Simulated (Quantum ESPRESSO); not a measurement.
## Ge6Si (input and log of a self-consistent run)

Simulated, not a measurement. The program is pw.x of Quantum ESPRESSO 7.5 (plane-wave density functional theory). The cell is made up: 7 atoms on a zincblende/diamond lattice with one site empty, with randomly drawn elements, strain and displacements, not relaxed. PseudoDojo standard norm-conserving files (v0.5 for PBE, v0.4.1 for LDA and PBEsol) set the functional; there is no spin polarisation, spin-orbit coupling or dispersion term, and the masses in the input are unused placeholders. A spin-polarised start on this cell or one of its family kept no moment.

Input:

```
&control calculation='scf', pseudo_dir='./dojo.nc.sr.pbe.v0_5.standard.upf', outdir='./o', disk_io='medium', tprnfor=.true., tstress=.true. /
&system ibrav=0, nat=7, ntyp=2, nbnd=54, ecutwfc=77.98206166, nosym=.true., tot_charge=0,
 occupations='smearing', smearing='fd', degauss=0.0073498644
/
&electrons conv_thr=7.350e-09, electron_maxstep=60, /
ATOMIC_SPECIES
Ge 1.0 Ge.upf
Si 1.0 Si.upf
CELL_PARAMETERS angstrom
5.9417 0.0734 -0.0124
0.0734 5.9726 0.0061
-0.0124 0.0061 5.9815
ATOMIC_POSITIONS angstrom
Ge 0.0761 -0.0241 0.0515
Ge 0.0779 2.9567 2.9389
Si 2.8994 0.0676 3.0108
Ge 3.0421 3.0125 0.0202
Ge 1.5605 4.4933 4.5142
Ge 4.4283 1.5568 4.4853
Ge 4.432 4.4667 1.5237
K_POINTS automatic
6 6 6 1 1 1
```

The log is shortened where brackets say so; the opening notice, blank lines, dates and the lines on written files are dropped, and the path of the files is cut. It prints rydbergs, bohrs and kilobars, and counts compression as positive stress.

```
     Program PWSCF v.7.5
     Parallel version (MPI & OpenMP), running on       1 processor cores
     Number of MPI processes:                 1
     Threads/MPI process:                     1
     [start-up lines left out]
     bravais-lattice index     =            0
     lattice parameter (alat)  =      11.2291  a.u.
     unit-cell volume          =    1432.2293 (a.u.)^3
     number of atoms/cell      =            7
     number of atomic types    =            2
     number of electrons       =        88.00
     number of Kohn-Sham states=           54
     kinetic-energy cutoff     =      77.9821  Ry
     charge density cutoff     =     311.9282  Ry
     scf convergence threshold =      7.3E-09
     mixing beta               =       0.7000
     number of iterations used =            8  plain     mixing
     Exchange-correlation= PBE
                           (   1   4   3   4   0   0   0)
     [axes and pseudopotential details left out]
   Cartesian axes
     site n.     atom                  positions (alat units)
         1        Ge     tau(   1) = (   0.0128068  -0.0040558   0.0086669  )
         2        Ge     tau(   2) = (   0.0131097   0.4975795   0.4945839  )
         3        Si     tau(   3) = (   0.4879365   0.0113763   0.5066839  )
         4        Ge     tau(   4) = (   0.5119513   0.5069700   0.0033994  )
         5        Ge     tau(   5) = (   0.2626147   0.7561720   0.7596893  )
         6        Ge     tau(   6) = (   0.7452333   0.2619920   0.7548257  )
         7        Ge     tau(   7) = (   0.7458559   0.7516956   0.2564216  )
     number of k points=   108  Fermi-Dirac smearing, width (Ry)=  0.0073
     Number of k-points >= 100: set verbosity='high' to print them.
     Dense  grid:   133247 G-vectors     FFT dimensions: (  64,  64,  64)
     Estimated max dynamical RAM per process >     181.58 MB
     Initial potential from superposition of free atoms
     starting charge      87.9944, renormalised to      88.0000
     Starting wfcs are   58 randomized atomic wfcs
     total cpu time spent up to now is       42.1 secs
     per-process dynamical memory:   109.4 Mb
     Self-consistent Calculation
     iteration #  1     ecut=    77.98 Ry     beta= 0.70
     Davidson diagonalization with overlap
     ethr =  1.00E-02,  avg # of iterations =  3.1
     Threshold (ethr) on eigenvalues was too large:
     Diagonalizing with lowered threshold
     Davidson diagonalization with overlap
     ethr =  8.65E-05,  avg # of iterations =  7.6
     total cpu time spent up to now is      357.6 secs
     total energy              =   -1080.06712071 Ry
     estimated scf accuracy    <       0.08927676 Ry
     iteration #  2     ecut=    77.98 Ry     beta= 0.70
     Davidson diagonalization with overlap
     ethr =  1.01E-04,  avg # of iterations =  2.0
     total cpu time spent up to now is      514.0 secs
     total energy              =   -1080.07057728 Ry
     estimated scf accuracy    <       0.03306804 Ry
     iteration #  3     ecut=    77.98 Ry     beta= 0.70
     Davidson diagonalization with overlap
     ethr =  3.76E-05,  avg # of iterations =  2.1
     total cpu time spent up to now is      702.5 secs
     total energy              =   -1080.07805708 Ry
     estimated scf accuracy    <       0.01429400 Ry
     iteration #  4     ecut=    77.98 Ry     beta= 0.70
     Davidson diagonalization with overlap
     ethr =  1.62E-05,  avg # of iterations =  2.3
     total cpu time spent up to now is      862.2 secs
     total energy              =   -1080.08042064 Ry
     estimated scf accuracy    <       0.00611809 Ry
     iteration #  5     ecut=    77.98 Ry     beta= 0.70
     Davidson diagonalization with overlap
     ethr =  6.95E-06,  avg # of iterations =  2.6
     total cpu time spent up to now is     1024.8 secs
     total energy              =   -1080.08146563 Ry
     estimated scf accuracy    <       0.00006617 Ry
     iteration #  6     ecut=    77.98 Ry     beta= 0.70
     Davidson diagonalization with overlap
     c_bands:  1 eigenvalues not converged
     c_bands:  1 eigenvalues not converged
     ethr =  7.52E-08,  avg # of iterations =  5.6
     total cpu time spent up to now is     1226.0 secs
     total energy              =   -1080.08148032 Ry
     estimated scf accuracy    <       0.00005938 Ry
     iteration #  7     ecut=    77.98 Ry     beta= 0.70
     Davidson diagonalization with overlap
     ethr =  6.75E-08,  avg # of iterations =  2.0
     total cpu time spent up to now is     1397.3 secs
     total energy              =   -1080.08149272 Ry
     estimated scf accuracy    <       0.00001048 Ry
     iteration #  8     ecut=    77.98 Ry     beta= 0.70
     Davidson diagonalization with overlap
     ethr =  1.19E-08,  avg # of iterations =  2.0
     total cpu time spent up to now is     1583.3 secs
     total energy              =   -1080.08149437 Ry
     estimated scf accuracy    <       0.00000032 Ry
     iteration #  9     ecut=    77.98 Ry     beta= 0.70
     Davidson diagonalization with overlap
     ethr =  3.62E-10,  avg # of iterations =  4.0
     total cpu time spent up to now is     1786.6 secs
     total energy              =   -1080.08149446 Ry
     estimated scf accuracy    <       0.00000011 Ry
     iteration # 10     ecut=    77.98 Ry     beta= 0.70
     Davidson diagonalization with overlap
     ethr =  1.30E-10,  avg # of iterations =  2.1
     total cpu time spent up to now is     1967.9 secs
     total energy              =   -1080.08149449 Ry
     estimated scf accuracy    <       0.00000001 Ry
     iteration # 11     ecut=    77.98 Ry     beta= 0.70
     Davidson diagonalization with overlap
     ethr =  1.38E-11,  avg # of iterations =  2.0
     total cpu time spent up to now is     2115.2 secs
     End of self-consistent calculation
     Number of k-points >= 100: set verbosity='high' to print the bands.
     the Fermi energy is     5.4215 ev
!    total energy              =   -1080.08149450 Ry
     estimated scf accuracy    <          1.2E-09 Ry
     smearing contrib. (-TS)   =      -0.00575196 Ry
     internal energy E=F+TS    =   -1080.07574253 Ry
     The total energy is F=E-TS. E is the sum of the following terms:
     one-electron contribution =    -704.02530210 Ry
     hartree contribution      =     398.93357898 Ry
     xc contribution           =    -264.10229741 Ry
     ewald contribution        =    -510.88172200 Ry
     convergence has been achieved in  11 iterations
     Forces acting on atoms (cartesian axes, Ry/au):
     atom    1 type  1   force =    -0.02762354   -0.00307292   -0.00005677
     atom    2 type  1   force =    -0.00547110   -0.00282341    0.01916503
     atom    3 type  2   force =     0.01308149   -0.01547283    0.00865180
     atom    4 type  1   force =    -0.00577616    0.00348793   -0.00906525
     atom    5 type  1   force =     0.00226443    0.00397297   -0.01504955
     atom    6 type  1   force =     0.01342759   -0.01568361   -0.01038791
     atom    7 type  1   force =     0.01009728    0.02959188    0.00674265
     Total force =     0.059962     Total SCF correction =     0.000217
     Computing stress (Cartesian axis) and pressure
          total   stress  (Ry/bohr**3)                   (kbar)     P=      -55.96
  -0.00038134  -0.00006001   0.00001932          -56.10       -8.83        2.84
  -0.00006001  -0.00037547  -0.00000712           -8.83      -55.23       -1.05
   0.00001932  -0.00000712  -0.00038438            2.84       -1.05      -56.54
     init_run     :     34.85s CPU     42.05s WALL (       1 calls)
     electrons    :   1961.56s CPU   2073.10s WALL (       1 calls)
     forces       :     15.91s CPU     16.08s WALL (       1 calls)
     stress       :     76.33s CPU     76.63s WALL (       1 calls)
     [timing details left out]
     PWSCF        :  34m49.31s CPU  36m50.85s WALL
     JOB DONE.
```

In other units: free energy -14695.257 eV for the cell, pressure -5.60 GPa, largest force component 0.761 eV/Å. A rerun of a related cell, with the same atoms placed differently, at 1347 eV and a 8 x 8 x 8 mesh moved values by no more than 0.002 eV in energy, 0.02 GPa in stress and 0.003 eV/Å in force.